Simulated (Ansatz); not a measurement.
# In$_{2}$Ge$_{2}$O$_{7}$, a strained cell with displaced atoms

```xyz
11
Lattice="3.2457 4.2323 0.0535 3.2649 -4.2468 -0.0221 1.0199 -0.0437 -4.6815" Properties=species:S:1:pos:R:3 pbc="T T T"
In    3.2452   -1.6408   -0.0098
In    4.2909    1.5079   -4.5871
Ge    2.1521   -0.0771   -2.8315
Ge    5.3743    0.0127   -1.8827
O     6.9718   -0.0731   -2.3237
O     2.9049   -0.0422   -1.2620
O     4.6930   -0.0234   -3.3579
O     2.3387    1.3578   -3.6740
O     5.1688    1.4156   -0.9507
O     5.1385   -1.4117   -1.0140
O     2.4115   -1.3998   -3.7060
```

The numbers come from plane-wave PAW DFT (Ansatz): m-r2SCAN, no spin polarisation, 500 eV, 4×4×4 (shifted by 0, 0.5, 0.5 steps) k points, fermi-dirac occupations (width 0.1 eV). Nothing was relaxed.

(1) Is the cell too large or too small?

(2) Which orbitals make up the band edges?

(3) Which atom feels the largest force, and which way?

(4) What is the band gap?

(5) What do density and ELF say about some of the short contacts?

Origin: a strained cell with displaced atoms, so it need not be a known compound. Caveats: an odd or shifted mesh can miss the band edges, so this level's true gap may be smaller; atoms or cell far from equilibrium; m-r2SCAN is r2SCAN with a changed spin dependence that lowers moments.

Results:

(1) The pressure is 25.4 GPa (compression positive), so with the atoms held at these fractions the cell would first expand; the forces are large, so a full relaxation may end otherwise. The principal stresses 18.8, 26.7, 30.6 GPa differ, so its shape would change too.

(2) Within 0.7 eV of the edges, the states project mainly on O p (96 %) below the gap and on In s (39 %) and O s (25 %) above it.

(3) The largest is on Ge3: 5.71 eV/Å, components (-2.64, 2.55, 4.38). It makes 149° with the line to a nearest neighbour, O11 at 1.61 Å, pointing away from it.

(4) The gap on the k mesh is 3.95 eV; the mesh may miss the band edges, so the true gap of this level can be smaller.

(5) Ge–O at 1.61 Å: least valence density 1.49 e/Å³ and ELF 0.52 there. In–O at 2.00 Å: least valence density 0.69 e/Å³ and ELF 0.16 there. Both are smooth PAW fields, read partly inside the augmentation spheres.
